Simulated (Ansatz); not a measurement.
Cu Kα1 powder pattern (kinematic, no thermal factors).
```tsv
2θ (°)	relative intensity
12.28	22
18.46	8
21.88	27
23.57	4
26.66	100
30.75	1
30.82	5
31.01	3
31.45	2
33.29	11
35.55	8
36.16	8
39.89	2
40.85	5
43.96	2
44.14	22
44.28	43
45.99	3
46.54	1
48.23	3
49.79	6
52.32	28
52.57	14
54.64	1
54.92	2
57.91	4
60.47	1
61.70	3
64.06	2
64.20	7
64.64	3
65.58	1
65.65	1
68.70	1
69.41	1
70.80	5
71.01	11
73.32	1
74.27	2
75.96	2
81.08	1
81.31	13
81.61	6
82.47	1
85.36	1
87.33	6
87.53	3
87.94	3
87.97	1
89.05	1
```

The pattern is computed from a structure relaxed with DFT PBE, scalar-relativistic, plane waves, PAW in Ansatz 0.2.0. No spin polarisation. Its elements are Cd, Mg, S.

Problem. Give the structure.

Solution. Mg₃Cd₂S₅.
Space group I-4m2 (No. 119). a = 4.100 Å, b = 4.100 Å, c = 28.814 Å, α = 90.00°, β = 90.00°, γ = 90.00°
| atom | site | symmetry | x | y | z |
| --- | --- | --- | --- | --- | --- |
| Mg | 4e | 2mm. | 0.5000 | 0.5000 | 0.2018 |
| Mg | 2b | -4m2 | 0.5000 | 0.5000 | 0.0000 |
| Cd | 4e | 2mm. | 0.5000 | 0.5000 | 0.3991 |
| S | 4f | 2mm. | 0.5000 | 0.0000 | 0.3459 |
| S | 4f | 2mm. | 0.0000 | 0.5000 | 0.4523 |
| S | 2c | -4m2 | 0.0000 | 0.5000 | 0.2500 |

A pattern alone doesn't exclude other cells with like lines; this is the one computed.

The structure comes from a generated guess; another structure or a mixture of phases may lie lower.
